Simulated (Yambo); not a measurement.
A BSE run in Yambo for CaC₂ (space group I4/mmm, No. 139) under isotropic strain of +2 % on all lattice vectors (PBEsol bands; 10×10×10 mesh, 4 valence and 2 conduction bands, static screening with 26 bands and a 4 Ry block, scissor 2.00 eV, Tamm-Dancoff; field along x) gives:

```csv
state,energy (eV),states within 2 meV,relative strength,class
1,3.80,2,< 0.01,dark
2,4.08,2,< 0.01,dark
3,4.10,4,1.00,strong
4,4.14,1,< 0.01,dark
5,4.15,1,< 0.01,dark
```

Axes are Cartesian, with cell vectors (Å) (-1.95, 1.95, 3.23), (1.95, -1.95, 3.23), (1.95, 1.95, -3.23).

**Question.** What changes when the light is polarised along z instead?

**Answer.** The energies stay; the strengths change. The first strong state is now at 4.15 eV instead of 4.10 eV.
```tsv
state	energy (eV)	states within 2 meV	relative strength	class
1	3.80	2	< 0.01	dark
2	4.08	2	< 0.01	dark
3	4.10	4	< 0.01	dark
4	4.14	1	< 0.01	dark
5	4.15	1	1.00	strong
```
Each run's strengths are scaled to its own strongest state. These are vertical excitations (zero momentum); the indirect quasiparticle gap, about 3.11 eV, is smaller than the direct one (4.28 eV on the GW mesh). The scissor comes from a G0W0 run whose convergence isn't established.

Geometry strained from the cell relaxed with PBEsol, atoms relaxed again; primitive cell a = 4.247 Å, b = 4.247 Å, c = 4.247 Å, α = 125.39°, β = 125.39°, γ = 80.89°.

The structure is a Materials Project entry; no match was found in the copy of COD used, and its stability was not checked.
